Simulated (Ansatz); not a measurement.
Recipe of this trial structure of Be₃GeF₂: ordered mixture on the cation sites of cuprite (R-3m, No. 166) (occupants of the shared sites, in ratio, Be: 3, Ge: 1). Its size is a rough estimate.

```
CELL_PARAMETERS angstrom
3.12077 1.80178 2.54810
-3.12077 1.80178 2.54810
0.00000 -3.60355 2.54810
ATOMIC_POSITIONS crystal
Be 0.00000 0.50000 0.00000
Be 0.50000 0.00000 0.00000
Be 0.00000 0.00000 0.50000
Ge 0.50000 0.50000 0.50000
F 0.75000 0.75000 0.75000
F 0.25000 0.25000 0.25000
```

These are results of DFT PBE, scalar-relativistic, plane waves, PAW (Ansatz), not measurements. Cutoff 420 eV, Gaussian smearing, Γ-centred meshes. Cell and atoms relax first on a coarse mesh and then on a finer one. In between, the cell is made exact in the group found at 0.06 Å. In metals the finer mesh still leaves noise of several meV/atom or more. The steps can't lower the symmetry of their start. No spin polarisation.

A guess keeps its type if space group and coordination stay and the shape of the cell changes little (axis ratios within about 15 %, angles within 6°); the volume may change.

Task: Will the relaxed cell still be of the starting type?

Result: It doesn't keep its type. The symmetry stays R-3m (No. 166). The volume per atom shrinks by 20.0 %, from 14.3 to 11.5 Å³. The shortest distance goes from 1.91 Å (Be–F and Ge–F) to 1.93 Å (Be–F). The ratio c/a of the conventional cell changes by a factor of 2.02. Counting neighbours within 15 % of an atom's shortest distance, the start has Be 2, F 4, Ge 2 and the end Be 2, F 3, Ge 8. In detail, at the end around Be lie 2 F at 1.93 Å, 2 Ge at 2.29 Å and 4 Be at 2.29 Å; around Ge lie 6 Be at 2.29 Å, 2 F at 2.37 Å and 6 F at 3.00 Å; F has 3 Be at 1.93 Å, 1 Ge at 2.37 Å, 3 F at 2.82 Å and 3 Ge at 3.00 Å.

```cif
data_structure
_symmetry_space_group_name_H-M 'R-3m:H'
_symmetry_Int_Tables_number 166
_cell_length_a 4.5843
_cell_length_b 4.5843
_cell_length_c 11.3311
_cell_angle_alpha 90.000
_cell_angle_beta 90.000
_cell_angle_gamma 120.000
_cell_volume 206.23
loop_
_atom_site_label
_atom_site_type_symbol
_atom_site_symmetry_multiplicity
_atom_site_Wyckoff_symbol
_atom_site_fract_x
_atom_site_fract_y
_atom_site_fract_z
_atom_site_occupancy
Be1 Be 9 d 0.16667 0.83333 0.83333 1
Ge1 Ge 3 b 0.66667 0.33333 0.83333 1
F1 F 6 c 0.00000 0.00000 0.70953 1
```

Energies over the elements count from the elements' standard structures at the same level (F₂ as a molecule), with no fitted energy shifts.

Task: At what energy does it end?

Result: −0.76 eV/atom. Whether it is stable depends on the other phases of the system, which aren't compared here.

The last run used a 12×12×12 mesh for its 6-atom cell and Gaussian smearing of 0.10 eV. A structure relaxed within its symmetry needn't be a true minimum.
